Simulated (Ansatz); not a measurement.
La3InS6 in space group P2_12_12 (No. 18; Pearson symbol oP40), the program Ansatz at the PBE level (PAW), all energies at zero smearing, with the estimated change up to a 700 eV cutoff added, with one set of potentials and settings (totals compare only within such a set). Cell of 40 atoms (12 La, 4 In, 24 S): -119114.125 eV.

```tsv
element	reference phase	E (eV/atom)
La	P6_3/mmc, 4 atoms in the cell	-6250.0953
In	I4/mmm, 1 atoms in the cell	-5597.8481
S	Fddd, 32 atoms in the cell	-902.0599
```

Formation energy per atom, worked out: (-119114.125 − 12×(-6250.0953) − 4×(-5597.8481) − 24×(-902.0599))/40 = -1.804 eV/atom (-174 kJ per mol of atoms), at 0 K, without zero-point energy or fitted corrections.

The first step of the workflow began from a Materials Project structure, measured or hypothetical; the Crystallography Open Database files this formula in space group No. 18, but the cells were not matched. Whether it is the stable phase at ambient conditions was not checked. The cell was relaxed with PBE under the symmetry of its start; its stability against distortions is not shown here. The references are the lowest solids computed at this level, not always the standard phases. Spin–orbit coupling is left out wherever it is not named.

Potentials: the later of the program's two PAW sets.
